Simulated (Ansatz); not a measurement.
Consider the following.

SnSe:
```cif
data_Se4Sn4
_chemical_formula_sum 'Se4 Sn4'
_space_group_name_H-M_alt 'P 1'
_space_group_IT_number 1
_cell_length_a 11.33446
_cell_length_b 4.11829
_cell_length_c 4.31170
_cell_angle_alpha 90.000
_cell_angle_beta 90.000
_cell_angle_gamma 90.000
loop_
_space_group_symop_operation_xyz
  'x, y, z'
loop_
_atom_site_label
_atom_site_type_symbol
_atom_site_fract_x
_atom_site_fract_y
_atom_site_fract_z
_atom_site_occupancy
Se1 Se 0.85767 0.25000 0.47575 1
Se2 Se 0.64233 0.75000 0.97575 1
Se3 Se 0.35767 0.25000 0.02425 1
Se4 Se 0.14233 0.75000 0.52425 1
Sn1 Sn 0.11771 0.25000 0.09403 1
Sn2 Sn 0.38229 0.75000 0.59403 1
Sn3 Sn 0.61771 0.25000 0.40597 1
Sn4 Sn 0.88229 0.75000 0.90597 1
```

This is the LDA-relaxed structure.

Problem. All from the program Ansatz at the LDA level (PAW), unless another level is named. Give the hole effective mass.

Solution. 0.11, 0.23, 0.50 mₑ (principal values).

Problem. And the band gap?

Solution. 0.33 eV (indirect).

Problem. What about the electron effective mass?

Solution. 0.049, 0.13, 0.49 mₑ (principal values).

Problem. Predict the formation energy from the elements (no fitted shifts).

Solution. -0.43 eV/atom.

Space group Pnma. Symmetry was held in the LDA relaxation; of distortions, only those at the zone centre were tested. A crystal of weakly bound layers computed without a dispersion correction: the cell and the soft elastic constants depend strongly on that. The references are the lowest solids computed at this level, not always the standard phases. Spin–orbit coupling is left out wherever it is not named.

Potentials: the later of the program's two PAW sets.
